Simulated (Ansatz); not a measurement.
MnSi:
```
MnSi
1.0
    4.51821     0.00000     0.00000
    0.00000     4.51821     0.00000
    0.00000     0.00000     4.51821
Mn Si
4 4
Cartesian
  0.61635   0.61635   0.61635
  1.64275   3.90186   2.87546
  2.87546   1.64275   3.90186
  3.90186   2.87546   1.64275
  3.81871   3.81871   3.81871
  2.95860   0.69950   1.55961
  1.55961   2.95860   0.69950
  0.69950   1.55961   2.95860
```
The run is spin-polarised; directions of the spins, atom by atom: ↑ ↑ ↑ ↑ 0 0 0 0.

This is the PBE-relaxed structure.

Problem. All from the program Ansatz at the PBE level (PAW), unless another level is named. Estimate the electronic character.

Solution. metallic (no gap).

Problem. Next, the formation energy from the elements (no fitted shifts)?

Solution. -44 kJ/mol-atom.

Problem. Next, the density of states at the Fermi level?

Solution. 0.51 states/eV per atom (mean over ±0.08 eV).

Space group P2_13. The cell was relaxed with PBE under the symmetry of its start. Magnetic state: ferromagnetic, chosen from 4 collinear starts compared on coarse meshes (ties went to the first, and starts can fall back to one state), not a proven ground state. Textbook magnetic order: helical. The references are the lowest solids computed at this level, not always the standard phases.

Potentials: the later of the program's two PAW sets.
